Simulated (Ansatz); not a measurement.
ZrHg (space group P4/mmm)

```yaml
crystal:
  lattice:
    - [3.10973, 0.00000, 0.00000]
    - [0.00000, 3.10973, 0.00000]
    - [0.00000, 0.00000, 4.23500]
  atoms:
    - { symbol: Zr, position: [0.50000, 0.50000, 0.50000] }
    - { symbol: Hg, position: [0.00000, 0.00000, 0.00000] }
```

The slice is a (001) plane (indices of the conventional cell) through the point (0.500, 0.500, 0.500) (fractional), spanned by u = [100] and v = [010] in vectors of this cell: u (3.11 Å) and v (3.11 Å, at 90° to u). It covers one period; positions are fractions (u, v).

The numbers are results of PBEsol (plane waves to 420 eV, PAW, scalar-relativistic; Ansatz, a quantum-chemistry and plane-wave program), not measurements. k mesh 15×15×11. Near the nuclei the fields are pseudised (PAW); where an atom keeps semicore shells as valence, they peak there. Spin-orbit coupling is left out, though Hg is heavy. ZrHg is run without spin polarisation. ZrHg was relaxed with its symmetry unable to fall.

### Question
What is the ELF at the midpoint of the shortest Zr–Zr line in this plane (3.11 Å)?

### Answer
0.29.

### Question
What is the valence density on the shortest Zr–Zr line in this plane (3.11 Å), at its midpoint?

### Answer
0.21 e/Å³.

### Question
Predict the map of the valence electron density on the slice.

### Answer
```
|9999999988775533221111112233557788999999|
|9999999988664422111111111122446688999999|
|9999998877553322110000001122335577889999|
|9988887755442211000000000011224455778888|
|7777665544221100000000000000112244556677|
|5555443322110000000000000000001122334455|
|3333222211000000000000000000000011222233|
|2222111100000000000000000000000000111122|
|1111110000000000000000000000000000001111|
|1111110000000000000000000000000000001111|
|1111110000000000000000000000000000001111|
|2222111100000000000000000000000000111122|
|3333222211000000000000000000000011222233|
|5555443322110000000000000000001122334455|
|7777665544221100000000000000112244556677|
|9988887755442211000000000011224455778888|
|9999998877553322110000001122335577889999|
|9999999988664422111111111122446688999999|
|9999999988775533221111112233557788999999|
|8899999999775533221111112233557799999999|
```
Scale: ten equal steps from -0.88 (start of '0') to 0.61 (end of '9'), in the order '0123456789'. Values: log₁₀ of the valence density in e/Å³. The map has 20 points along u (two characters each, u = 0 at the left) and 20 along v (v = 0 in the bottom row). The scale is logarithmic, as a density can span decades between atoms and voids.
